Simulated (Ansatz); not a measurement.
**Energy against total moment in Ni**

We look at Ni: an experimental structure (space group Fm-3m), with 1 atom per cell. Source: COD entry 9012968; it may be a high-temperature, high-pressure or metastable form.

```
CELL_PARAMETERS angstrom
0.00000 1.75860 1.75860
1.75860 0.00000 1.75860
1.75860 1.75860 0.00000
ATOMIC_POSITIONS crystal
Ni 0.00000 0.00000 0.00000
```

Numbers behind element symbols give the atom's place in this list.

Level of theory: DFT, PBE, PAW, plane waves, scalar-relativistic (Ansatz development build ahead of 0.2.0).

```json
{
 "Plane-wave cutoff": "420 eV",
 "k-point mesh": "15×15×15 (Γ-centred)",
 "Occupations": "Fermi–Dirac smearing, 0.05 eV",
 "Valence electrons": "18"
}
```

The total moment includes the space between the atomic spheres.

A small moment in a metal is sensitive to the mesh and the smearing.

The total moment of the cell is held fixed (separate Fermi levels for the two spins), shared at the start among the Ni atoms with one sign; no search for lower states follows. Energies are free energies per cell above the lowest run, the runs with a free moment included. A row is the solution that its start led to, not a proven minimum at that M. The run at M = 0 starts without moments and gives the spin-unpolarised solution. The cell holds one magnetic atom, so only parallel order fits; orders in a larger cell may lie lower. The program warns that the SCF threshold is loose for stress, so pressures can be off by 0.1 GPa or more.

The run at M = 0.97 μB took 1.3 s on 2 threads of Arm Neoverse V2, on a shared host, peak memory 0.27 GiB.

```tsv
fixed M (μB/cell)	F − F(lowest) (meV/cell)	moments of Ni1 (μB)	pressure (GPa)
0.00	51	0.00	-0.9
0.24	41	0.26	-0.8
0.48	14	0.52	-0.3
0.73	6	0.76	0.8
0.97	74	0.99	3.1
1.21	241	1.19	6.6
1.45	524	1.38	11.0
1.70	947	1.58	16.9
1.94	1530	1.76	24.5
```

The lowest fixed-moment run is the one at M = 0.73 μB (6 meV). With the constraint released: “usual moment, free total moment [Ni1 2.00 μB]” ends at 0.66 μB, 0 meV; “usual moment scaled by 0.1, free total moment [Ni1 0.20 μB]” ends at 0.66 μB, 0 meV.
